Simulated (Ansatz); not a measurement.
**MgIn₂O₄: computed property card**

MgIn2O4:
```xyz
14
Lattice="-3.1197 3.1800 4.4257 3.1197 -3.1800 4.4257 3.1197 3.1800 -4.4257" Properties=species:S:1:pos:R:3 pbc="T T T"
Mg     1.5599     1.5900     2.2129
Mg    -1.5599     1.5900     2.2129
In     0.0000     4.7699     1.1658
In     3.1197    -1.5900     3.2599
In     3.1197     0.0000     0.0000
In     0.0000     0.0000     4.4257
O      3.1197     0.1568     2.1489
O      0.0000     3.0231     2.2768
O      3.1197     3.0231     2.1489
O      0.0000     0.1568     2.2768
O      1.6458     1.5900     0.1055
O      1.4739     1.5900     4.3202
O      4.5936     1.5900     0.1055
O     -1.4739     1.5900     4.3202
```

Space group Imma (No. 74); conventional cell a = 6.239 Å, b = 6.360 Å, c = 8.851 Å, α = β = γ = 90.00°.

Method: the program Ansatz at the PBEsol level (PAW). Structure relaxed to zero pressure with the same functional. Other levels are named where they apply.

### Cell and energy

```json
{
 "volume_per_atom": "12.54 Å³",
 "density": "6.01 g/cm³",
 "Formation energy from the elements (no fitted shifts)": "-1.90 eV/atom"
}
```

### Electronic structure

```json
{
  "band_gap": "1.39 eV (direct)",
  "valence_band_maximum": "at Γ",
  "conduction_band_minimum": "at Γ",
  "electron_effective_mass": "0.20 mₑ (isotropic)",
  "Electron effective mass with spin–orbit coupling": "0.20 mₑ (isotropic)",
  "hole_effective_mass": "2.1 along y (mₑ)",
  "Hole effective mass with spin–orbit coupling": "2.1 along y (mₑ)",
  "HSE06 gap on the PBEsol cell": "2.97 eV",
  "Gap with spin–orbit coupling": "1.39 eV"
}
```

### Mechanics

```json
{
 "Bulk modulus (Birch–Murnaghan fit)": "148 GPa",
 "Pressure derivative B′": "4.4",
 "Elastic constants (relaxed ions, GPa)": "C11 = 222, C22 = 250, C33 = 192, C12 = 83.5, C13 = 123, C23 = 129, C44 = 79.4, C55 = 72.2, C66 = 33.6",
 "mechanical_stability": "stable (all eigenvalues of C positive)",
 "hill_bulk_and_shear_moduli": "148 and 54.5 GPa",
 "Young's modulus": "146 GPa",
 "Poisson's ratio": "0.34",
 "debye_temperature_from_the_elastic_constants": "433 K"
}
```

### Dielectric response

```json
{
  "Electronic dielectric constant ε∞ (DFPT)": "4.45 (xx), 4.58 (yy), 4.53 (zz)",
  "Static dielectric constant ε0 (ions relaxed, cell fixed)": "11.6 (xx), 10.6 (yy), 10.7 (zz)",
  "Born charges (a third of the trace)": "Mg +2.17, In +3.07 to +3.17, O -2.16 to -2.04 e"
}
```

### Phonons

```json
{
  "Highest zone-centre frequency (without LO–TO term)": "642 cm⁻¹",
  "zone_centre_stability": "no imaginary mode at Γ"
}
```

The workflow started from a Materials Project entry (that database holds measured and hypothetical structures alike); the Crystallography Open Database copy checked does not list it. With Mg and In taken as one species the cell has the higher symmetry Fd-3m, so it may be an ordered model of a mixed-site phase. Whether it is the stable phase at ambient conditions was not checked. The PBEsol relaxation kept the symmetry of its start. The references are the lowest solids computed at this level, not always the standard phases (solids in place of the gases). Spin–orbit coupling is left out wherever it is not named.

Potentials: the later of the program's two PAW sets.
